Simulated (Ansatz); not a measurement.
The cell was built from the fluorite type and relaxed in the same program, and has space group Fm-3m; it needn't be a known or the stable phase.

An input for TeS₂: DFT, PBE, all-electron LAPW, scalar-relativistic (Ansatz 0.2.0).

```yaml
crystal:
  lattice:
    - [0.0, 3.2774155851, 3.2774155851]
    - [3.2774155851, 0.0, 3.2774155851]
    - [3.2774155851, 3.2774155851, 0.0]
  atoms:
    - { symbol: Te, position: [0.0, 0.0, 0.0] }
    - { symbol: S, position: [0.25, 0.25, 0.25] }
    - { symbol: S, position: [0.75, 0.75, 0.75] }
kpoints:
  mp_grid: { grid: [10, 10, 10] }
  band_path:
    path:
      - [0.0, 0.0, 0.0]
      - [0.5, 0.0, 0.5]
      - [0.625, 0.25, 0.625]
      - [0.375, 0.375, 0.75]
      - [0.0, 0.0, 0.0]
      - [0.5, 0.5, 0.5]
      - [0.5, 0.25, 0.75]
      - [0.5, 0.0, 0.5]
    npoints: 8
scf:
  occupations: { method: fermi_dirac, width: 0.03 }
hamiltonian:
  xc: pbe
  pseudopotentials: { kind: all_electron, lapw: { basis_error: 0.0005 } }
output:
  forces: true
  stress: true
  eigenvalues: true
  populations: true
  dos: { projected: true, de: 0.2, e_range: [-14, 8] }
```

Set-up and iterations as logged by Ansatz (the results part is left out, to be predicted):

```
Te: projections on atomic orbitals take those of the free atom 1s2 2s2 2p6 3s2 3p6 3d10 4s2 4p6 4d10 5s2 5p4, of charge +0.00 (hamiltonian.pseudopotentials.projection_atoms)
S: projections on atomic orbitals take those of the free atom 1s2 2s2 2p6 3s2 3p4, of charge +0.00 (hamiltonian.pseudopotentials.projection_atoms)
LAPW: plane waves up to 7.257 Å⁻¹, error target 5.0e-4 eV per atom; small_component_spin mean_spin; S in spheres of 1.277 Å, 14 of its electrons in bands, Dirac shells []; Te in spheres of 1.561 Å, 24 of its electrons in bands, Dirac shells []
Engine: ansatz 0.2.0
Pseudopotentials: kind: all_electron
Pseudopotential: Te, LAPW, valence charge 24, Koelling and Harmon's equation, gaussian nucleus
Pseudopotential: S, LAPW, valence charge 14, Koelling and Harmon's equation, gaussian nucleus
Functional definition: PBE
  parameter kappa = 0.804
  parameter beta = 0.06672455060314922
  exchange = pbe_x(kappa = kappa, mu = beta*pi^2/3)
  correlation = pbe_c(beta = beta)
Crystal: 3 atoms, lattice volume = 70.408 Å³
Basis set: ecut = 200.65101168368977 eV, 459 PW (Γ), exchange–correlation at level 2
Bands: 32, of which v1, the nominal top of the filled ones, is band 26 counted from 1 (25 counted from 0)
Symmetry: 48 space group operations
Space group: Fm-3m (ITA 225), of the structure as read, at distance tolerance 4.1e-5 Å
k-points: 47 of 1000
Non-local potential: Te, projectors of the file, none
Non-local potential: S, projectors of the file, none
Initial density: superposition of atomic densities (chi_scale 0.1, normalization cell, long waves kept (reshape's long-wave potential 0.00 eV rms))
Initial wavefunctions: plane waves of lowest kinetic energy (no species holds an atomic orbital)
Functional: x = pbe(κ = 0.804, μ = 0.2195149727645171), c = pbe(β = 0.06672455060314922)
iter 1 solved again at ethr=5.64e-3 eV; its pass at ethr=1.00e-1 eV (dr2=2.93e0 eV) is discarded
SCF iter   1: F=—  HF=-206609.497100 eV  |F-HF|=—  |Δ(HF+E_count)|=         —  Δρ=4.46e-2  dr2=2.93e0  ethr=5.64e-3  ⟨swp⟩=2.0  Hψ=10034  notcnv=0
SCF iter   2: F=—  HF=-206608.965425 eV  |F-HF|=—  |Δ(HF+E_count)|=   5.32e-1  Δρ=2.69e-2  dr2=1.08e0  ethr=5.64e-3  ⟨swp⟩=3.0  Hψ=4662  notcnv=0
iter 3 solved again at ethr=3.48e-5 eV; its pass at ethr=2.08e-3 eV (dr2=1.81e-2 eV) is discarded
SCF iter   3: F=—  HF=-206608.500429 eV  |F-HF|=—  |Δ(HF+E_count)|=   4.65e-1  Δρ=4.94e-3  dr2=1.82e-2  ethr=3.48e-5  ⟨swp⟩=2.0  Hψ=7740  notcnv=0
SCF iter   4: F=—  HF=-206608.501015 eV  |F-HF|=—  |Δ(HF+E_count)|=   5.87e-4  Δρ=8.28e-4  dr2=8.69e-4  ethr=3.48e-5  ⟨swp⟩=2.0  Hψ=4639  notcnv=0
SCF iter   5: F=—  HF=-206608.499378 eV  |F-HF|=—  |Δ(HF+E_count)|=   1.64e-3  Δρ=3.41e-4  dr2=1.34e-4  ethr=1.67e-6  ⟨swp⟩=2.0  Hψ=4425  notcnv=0
SCF iter   6: F=—  HF=-206608.499340 eV  |F-HF|=—  |Δ(HF+E_count)|=   3.76e-5  Δρ=5.31e-5  dr2=2.74e-6  ethr=2.59e-7  ⟨swp⟩=2.0  Hψ=4425  notcnv=0
SCF iter   7: F=-206608.499340 eV  HF=-206608.499340 eV  |F-HF|=2.06e-8  |Δ(HF+E_count)|=   1.60e-8  Δρ=8.15e-6  dr2=7.14e-8  ethr=5.28e-9  ⟨swp⟩=2.2  Hψ=4437  notcnv=0
```

(1) What pressure will this run report?

(2) Is there a band gap?

## Answers

(1) 0.02 GPa (positive in compression).

(2) none: bands cross the Fermi level, a metal.
